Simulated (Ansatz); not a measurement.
CrAuS$_{2}$ in space group R-3m (No. 166; Cr on 3b, S on 6c, Au on 3a) at seven volumes, r²SCAN in the plane-wave PAW code Ansatz, shape and atoms relaxed at each. One row is withheld.

```csv
V (Å³/atom),P (GPa)
17.545,8.76
18.123,5.39
18.701,?
19.280,0.00
19.858,-2.14
20.437,-3.98
21.015,-5.55
```

Q: Fit the shown pressures and predict the withheld one.

A: Third-order Birch–Murnaghan: P = (3/2)B₀(x^(7/2) − x^(5/2))[1 + (3/4)(B′ − 4)(x − 1)] with x = (V₀/V)^(2/3). Least squares on the six rows gives V₀ = 19.280 Å³/atom, B₀ = 76.75 GPa, B′ = 4.06. At V = 18.701, x = 1.0205 and P = 2.49 GPa. The run itself gave 2.49 GPa.

The first step of the workflow began from a Materials Project structure, measured or hypothetical; the Crystallography Open Database copy checked does not list it. COD files the formula under space group No. 160. Whether it is the stable phase at ambient conditions was not checked. The r²SCAN relaxation kept the symmetry of its start; whether a distortion lowers the energy is not shown. Magnetic state: ferromagnetic, chosen from 4 collinear starts compared on coarse meshes (ties went to the first, and starts can fall back to one state), not a proven ground state. Other orbital occupations within this spin state were not tried. No Hubbard U is applied. Spin–orbit coupling is left out wherever it is not named.

Potentials: the later of the program's two PAW sets.
